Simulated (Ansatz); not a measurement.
MgO:
```
MgO
1.0
    0.00000     2.10376     2.10376
    2.10376     0.00000     2.10376
    2.10376     2.10376     0.00000
Mg O
1 1
Direct
  0.00000   0.00000   0.00000
  0.50000   0.50000   0.50000
```

Relaxed with r²SCAN. Special points in fractions of this cell's reciprocal vectors: Γ (0.000, 0.000, 0.000); X (0.500, 0.000, 0.500); U (0.625, 0.250, 0.625); K (0.375, 0.375, 0.750); L (0.500, 0.500, 0.500); W (0.500, 0.250, 0.750).

Problem. List the band energies nearest the valence-band maximum at these points for plane-wave PAW r²SCAN (Ansatz code).

Solution. In eV from the valence-band maximum; about four levels below and three above (degenerate sets whole), none deeper than 8.9 eV; … stands for higher levels left out; points with the same levels are listed once.

```csv
k,below,above
Γ,0.00 0.00 0.00,5.68 …
X,-4.08 -1.37 -1.37,10.06 …
U,-3.49 -2.70 -1.16,11.10 …
L,-4.61 -0.67 -0.67,8.86 …
W,-2.95 -2.95 -1.77,…
```

Space group Fm-3m (rock salt). Symmetry was held in the r²SCAN relaxation; phonons on a q-mesh show no instability.

Potentials: the earlier of the program's two PAW sets.
